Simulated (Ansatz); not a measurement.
**Cu₃Sb: computed DOS**

```cif
data_structure
_symmetry_space_group_name_H-M 'Fm-3m'
_symmetry_Int_Tables_number 225
_cell_length_a 6.2259
_cell_length_b 6.2259
_cell_length_c 6.2259
_cell_angle_alpha 90.000
_cell_angle_beta 90.000
_cell_angle_gamma 90.000
_cell_volume 241.33
loop_
_atom_site_label
_atom_site_type_symbol
_atom_site_symmetry_multiplicity
_atom_site_Wyckoff_symbol
_atom_site_fract_x
_atom_site_fract_y
_atom_site_fract_z
_atom_site_occupancy
Cu1 Cu 4 b 0.50000 0.00000 0.00000 1
Cu2 Cu 8 c 0.25000 0.75000 0.75000 1
Sb1 Sb 4 a 0.00000 0.00000 0.00000 1
```

The runs use the primitive cell with vectors (0.000, 3.113, 3.113), (3.113, 0.000, 3.113), (3.113, 3.113, 0.000) Å, to which the k mesh refers.

Structure from Materials Project entry mp-2002 (possibly hypothetical), not relaxed further.

No spin–orbit coupling, which matters for the heavy atoms here.

Theory: Ansatz 0.2.0, DFT, PBEsol, all-electron LAPW, scalar-relativistic.

Sampling and basis: a Γ-centred 9×9×9 k mesh, Fermi–Dirac smearing of 0.03 eV, basis error target 0.5 meV/atom, no spin polarisation.

States per eV and cell, averaged over 0.4 eV, from -7.8 to 4.0 eV, with energies (bin centres) from the Fermi level; empty bins are left out. The partial columns, the largest 4 alone, are projections on Löwdin-orthogonalised atomic shells (those that the program's projection atoms carry: the occupied ones and, for some elements, an empty d or f shell; other empty shells have no column), summed over atoms of an element. Weights on diffuse s and p shells depend on that basis and aren't pure angular character.

| E (eV) | total | Cu 3d | Sb 5p | Cu 4s | Sb 5s |
| --- | --- | --- | --- | --- | --- |
| -7.7 | 0.26 | 0.02 | 0.12 | 0.11 | 0.01 |
| -7.3 | 1.35 | 0.15 | 0.64 | 0.49 | 0.05 |
| -6.9 | 2.30 | 0.39 | 1.05 | 0.70 | 0.13 |
| -6.5 | 0.60 | 0.18 | 0.24 | 0.11 | 0.06 |
| -6.1 | 1.33 | 0.36 | 0.59 | 0.32 | 0.04 |
| -5.7 | 1.40 | 0.50 | 0.59 | 0.27 | 0.02 |
| -5.3 | 2.37 | 1.08 | 0.88 | 0.37 | 0.01 |
| -4.9 | 5.38 | 3.31 | 1.69 | 0.32 | 0.00 |
| -4.5 | 4.35 | 3.60 | 0.41 | 0.28 | 0.00 |
| -4.1 | 10.60 | 10.10 | 0.23 | 0.15 | 0.01 |
| -3.7 | 18.17 | 17.45 | 0.31 | 0.11 | 0.07 |
| -3.3 | 6.88 | 6.64 | 0.09 | 0.07 | 0.02 |
| -2.9 | 19.91 | 19.51 | 0.19 | 0.13 | 0.04 |
| -2.5 | 5.75 | 5.08 | 0.37 | 0.18 | 0.07 |
| -2.1 | 3.04 | 2.16 | 0.49 | 0.18 | 0.11 |
| -1.7 | 2.11 | 1.18 | 0.50 | 0.19 | 0.14 |
| -1.3 | 1.51 | 0.65 | 0.47 | 0.18 | 0.11 |
| -0.9 | 1.07 | 0.38 | 0.41 | 0.13 | 0.05 |
| -0.5 | 0.91 | 0.27 | 0.38 | 0.12 | 0.04 |
| -0.1 | 1.00 | 0.26 | 0.35 | 0.26 | 0.05 |
| 0.3 | 1.66 | 0.28 | 0.35 | 0.69 | 0.12 |
| 0.7 | 2.00 | 0.20 | 0.32 | 0.88 | 0.17 |
| 1.1 | 1.27 | 0.12 | 0.20 | 0.60 | 0.07 |
| 1.5 | 0.61 | 0.06 | 0.08 | 0.33 | 0.01 |
| 1.9 | 2.02 | 0.16 | 0.38 | 0.94 | 0.02 |
| 2.3 | 1.62 | 0.10 | 0.30 | 0.62 | 0.02 |
| 2.7 | 1.89 | 0.09 | 0.33 | 0.54 | 0.02 |
| 3.1 | 1.58 | 0.06 | 0.30 | 0.50 | 0.02 |
| 3.5 | 1.45 | 0.05 | 0.25 | 0.38 | 0.01 |
| 3.9 | 1.59 | 0.04 | 0.22 | 0.32 | 0.01 |

(1) Where is the centre of the filled Cu 3d states between -14 eV and the top of the filled states?

Answers

(1) -3.47 eV from the Fermi level.
